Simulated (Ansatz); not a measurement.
Values for one crystal, relaxed and computed with the program Ansatz at the PBEsol level (PAW); other levels are named.

* **Volume per atom**: 16.77 Å³
* **Electronic character**: metallic (no gap)
* **Density of states at the Fermi level**: 0.51 states/eV per atom (mean over ±0.08 eV)
* **Pressure derivative B′**: 5.0
* **Zone-centre stability**: no imaginary mode at Γ
* **Formation energy from the elements (no fitted shifts)**: -0.67 eV/atom
* **Bulk modulus (Birch–Murnaghan fit)**: 124 GPa

Question: Which of these materials gives this?
A. Zr2C, R-3m (Zr on 6c, C on 3a)
B. ZrB2, MoSi2 or CaC2 type
C. PtC, P-6m2 (Pt on 1a, C on 1d)
D. AlCr2C, P6_3/mmc (Al on 2d, Cr on 4f, C on 2a)

Answer: A, Zr2C, R-3m (Zr on 6c, C on 3a)

The start of the workflow was typed in or built on a structure type; neither database checked (COD, Materials Project) lists it. Its standing as an ambient phase is unchecked. The PBEsol relaxation kept the symmetry of its start. The run is not spin-polarised. The volume moved by -19 % from the start of the relaxation. The references are the lowest solids computed at this level, not always the standard phases. Spin–orbit coupling is left out wherever it is not named.

Potentials: the earlier of the program's two PAW sets. The files were generated under PBE; for other functionals the program regenerates the frozen cores, and for LDA and PBEsol the local potential too.
